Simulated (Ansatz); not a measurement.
## Surface calculation: zincblende GaN (110), 4 layers

The slab is cut from the zincblende crystal, which needn't be the stable phase, as relaxed on PAW files (11.76 Å³/atom), with 16 Å of vacuum and a dipole correction:

```
CELL_PARAMETERS angstrom
3.21627 0.00000 0.00000
0.00000 4.54849 0.00000
0.00000 0.00000 20.82440
ATOMIC_POSITIONS crystal
Ga 0.00000 0.87500 0.38416
N 0.50000 0.62500 0.38416
Ga 0.50000 0.37500 0.46139
N 0.00000 0.12500 0.46139
Ga 0.00000 0.87500 0.53861
N 0.50000 0.62500 0.53861
Ga 0.50000 0.37500 0.61584
N 0.00000 0.12500 0.61584
```

Level of theory: DFT with PBE, scalar-relativistic, in Ansatz 0.2.0; a Γ-centred 8×6×1 k mesh, Fermi–Dirac smearing of 0.02 eV, no spin polarisation. LAPW: all electrons, basis error target 1 meV/atom; PAW: frozen-core files, cutoff 420 eV.

The bulk energy comes from a cell in the slab's orientation on a 8×6×8 mesh. The surface energy is (E(slab) − N·E(bulk))/2A at zero smearing, the mean of both faces; thin slabs carry quantum-size effects.

Q: As cut, the LAPW slab lies 3.962 eV above 8 atoms of bulk. What surface energy is that?

A: Over two faces of 14.63 Å² it is 135.4 meV/Å², and times 16.02 J/m² per eV/Å² that gives γ = 2.169 J/m².

Q: What do relaxation and the other method give?

A: 

| method | γ as cut (J/m²) | γ relaxed (J/m²) |
| --- | --- | --- |
| LAPW | 2.169 | 1.671 |
| PAW | 2.171 | 1.674 |

Q: How do the spacings between the planes relax (positions relaxed on PAW files)?

A: From the bottom face up: d12 -8.5 % of 1.608 Å, d23 +5.1 % of 1.608 Å, d34 -8.5 % of 1.608 Å. The outer plane rumples by 0.253 Å.

Q: Where do the band edges lie?

A: On the k mesh: gap 1.54 eV, valence top 5.78 eV below the vacuum level.

Q: A core hole in the 2p shell of Ga is made on one Ga atom of each kind in every 1×1 cell (PAW hole dataset, neutral cell, valence without spin). What does it cost by layer?

A: layer 1 1122.16 eV, layer 2 1122.60 eV. Shifts between layers mean more than the absolute values, and a whole layer of holes screens otherwise than one hole.
